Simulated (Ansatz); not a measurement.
## C: energy along a strain

C, Cmmm, a = 4.241 Å, b = 8.739 Å, c = 2.505 Å. This isn't the element's structure at ambient conditions. Ansatz: r2SCAN, PAW, 500 eV, Γ-centred 6×6×10 mesh on 8 atoms, Gaussian smearing 0.05 eV; no spin polarisation. Cell vectors (Å): 2.121 -4.369 0.000; 2.121 4.369 0.000; 0.000 0.000 2.505. The cell is strained by x per cent times the pattern (1 0 0 0 0 0) in the order xx yy zz yz xz xy (engineering shears), with fractional coordinates held. y is the free energy over the start, V0 = 5.802 Å³/atom. Points with a strain past 8.5 % were computed too (5) and aren't used here.

| x (%) | y (meV/atom) |
| --- | --- |
| -7.50 | 148.58 |
| -3.75 | ? |
| 0.00 | 0.00 |
| 3.75 | 27.57 |
| 7.50 | 100.54 |

**Question.** Fit y = c2 x² + c3 x³ to the other rows, get the stiffness along the pattern, and predict the missing energy.

**Answer.** Least squares on the rows shown. y = 2.2132 x² − 0.057017 x³. The clamped-ion stiffness p·C·p = 2 × 22.13 eV × 160.2 / 5.802 Å³ = 1222 GPa, which is C11 in these axes. At x = -3.75 the fit asked for gives 34.13 meV/atom. The run gave 33.49 meV/atom, so the fit is 0.64 meV/atom too high, within twice the rms miss on the fitted rows (0.32 meV/atom).